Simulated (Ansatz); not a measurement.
**Profile along the Ni–Ni line in Ni (hcp, Mg type)**

Ni (hcp, Mg type)

```xyz
2
Lattice="2.4468 0.0000 0.0000 -1.2234 2.1190 0.0000 0.0000 0.0000 4.0174" Properties=species:S:1:pos:R:3 pbc="T T T"
Ni     0.0000     1.4127     1.0043
Ni     1.2234     0.7063     3.0130
```

Fields along a shortest Ni–Ni line of a (1 -1 0 0) plane (2.45 Å), from Ni to Ni, interpolated on the slice's grid (step about 0.2 Å). Calculation: PBEsol (plane waves to 420 eV, PAW, scalar-relativistic; Ansatz, a program for electronic structure). k mesh 22×22×12. Near the nuclei the fields are pseudised (PAW); where an atom keeps semicore shells as valence, they peak there. Ni was relaxed with its symmetry unable to fall. Relaxed Ni ends ferromagnetic. This is one of several known forms of Ni; the measured ambient cells at hand have space group No. 225. Other magnetic orders were not checked, so this need not be the ground state.

| distance from Ni (Å) | valence electron density (e/Å³) | spin density, up minus down (e/Å³) | electron localisation function | ELF of the up spins | ELF of the down spins |
|---|---|---|---|---|---|
| 0.00 | 60.57 | 2.85 | x | x | x |
| 0.25 | 34.95 | 1.61 | x | x | x |
| 0.49 | 8.43 | 0.37 | x | x | x |
| 0.74 | 1.55 | 0.06 | 0.23 | 0.24 | 0.22 |
| 0.98 | 0.47 | 0.00 | 0.19 | 0.18 | 0.20 |
| 1.23 | 0.35 | -0.01 | 0.24 | 0.21 | 0.27 |
| 1.47 | 0.47 | 0.00 | 0.19 | 0.18 | 0.20 |
| 1.72 | 1.55 | 0.06 | 0.23 | 0.24 | 0.22 |
| 1.96 | 8.43 | 0.37 | x | x | x |
| 2.21 | 34.95 | 1.61 | x | x | x |
| 2.45 | 60.57 | 2.85 | x | x | x |

x: too close to a nucleus for the ELF to mean much.

Density on the Ni–Ni line (2.45 Å) at its midpoint: 0.35 e/Å³. ELF at that point: 0.2.
